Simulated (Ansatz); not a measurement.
## Does this entry for Cs3CdBr5 lie near equilibrium?

The cell is a computed structure from the Materials Project (it need not be an observed phase), atoms as given.

Space group I4/mcm (No. 140); a = 9.6581, c = 15.9712 Å.

| site | Wyckoff | site symmetry | x | y | z |
| --- | --- | --- | --- | --- | --- |
| Cs1 | 8h | m.2m | 0.6571 | 0.1571 | 0.0000 |
| Cs5 | 4a | 422 | 0.0000 | 0.0000 | 0.7500 |
| Cd | 4b | -42m | 0.5000 | 0.0000 | 0.2500 |
| Br9 | 16l | ..m | 0.1509 | 0.6509 | 0.1505 |
| Br17 | 4c | 4/m.. | 0.0000 | 0.0000 | 0.0000 |

One atom of each set is listed; the run and its k-mesh use a cell of 18 atoms with edges of 10.51, 10.51, 10.51 Å.

Computed with Ansatz: DFT, PBE, plane waves and PAW, scalar-relativistic, 420 eV cutoff, Γ-centred 4×4×4 k-points, Fermi–Dirac smearing 0.02 eV.

Problem. Do the atoms and the cell lie near the calculated equilibrium?

Solution. Yes. The largest force is 0.059 eV/Å, on atom 9 (Br: 1 Cd at 2.60 Å), and the pressure is 0.6 GPa.
